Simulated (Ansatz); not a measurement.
Clean, relaxed (110) surface of Ta, space group Fm-3m (No. 225) (top face towards +c; atoms held fixed, by place in the list: 1, 2, 3):

```yaml
crystal:
  lattice:
    - [2.95259, 0.00000, 0.00000]
    - [0.00000, 4.17559, 0.00000]
    - [0.00000, 0.00000, 24.38147]
  atoms:
    - { symbol: Ta, position: [0.50000, 0.50000, 0.34863] }
    - { symbol: Ta, position: [0.00000, 0.00000, 0.40918] }
    - { symbol: Ta, position: [0.50000, 0.50000, 0.46973] }
    - { symbol: Ta, position: [0.00000, 0.00000, 0.52964] }
    - { symbol: Ta, position: [0.50000, 0.50000, 0.59447] }
    - { symbol: Ta, position: [0.00000, 0.00000, 0.64452] }
```

The calculation used DFT PBEsol, scalar-relativistic, plane waves, PAW in Ansatz 0.2.0. Cutoff 420 eV; k points 10×7×1 on the computed 6-atom cell (Γ-centred); Gaussian smearing, width 0.10 eV; no spin polarisation. The cell repeats along c with a dipole correction in the vacuum.

CH is adsorbed on the top face, one adsorbate per 12.3 Å², and relaxed from 3 starting sites (fractions of a and b). E_ads counts from the clean slab and the free adsorbate (spin-polarised where it has unpaired electrons); negative means bound. Heights count from the highest slab atom after relaxation. Δφ is the top face's. Δp counts per cell along +c. Bonded neighbours lie within 1.25 times the sum of covalent radii (1.35 for H) and, on that scale, within 12 % of the closest. With the adsorbate the cell is lengthened along c to keep the vacuum.

| start | ends at | E_ads (eV) | height (Å) | shortest contact | Δφ (eV) | Δp (e·Å) | whole? |
| --- | --- | --- | --- | --- | --- | --- | --- |
| top (Ta) at (0.00, 0.00) | (0.00, 0.00), 1 bonded neighbour (Ta) | -4.81 | 1.94 | C–Ta 1.94 Å | +0.40 | -0.028 | yes |
| bridge (Ta-Ta) at (0.00, 0.50) | (0.00, 0.50), 4 bonded neighbours (Ta) | -7.92 | 0.37 | C–Ta 2.12 Å | -0.78 | +0.052 | yes |
| hollow (over Ta) at (0.50, 0.50) | (0.50, 0.50), 1 bonded neighbour (Ta) | -7.11 | 0.47 | C–Ta 2.06 Å | -0.87 | +0.059 | yes |

Among the sites tried, the lowest end comes from the bridge (Ta-Ta) at (0.00, 0.50) start; other sites may lie lower.

Each end is the local minimum or symmetric point that its start leads to. This isn't the usual crystal structure of Ta. The slab is only 7.4 Å thick, so the energies aren't converged with thickness.

The adsorbed runs have no spin polarisation, so weakly bound open-shell ends lie too high.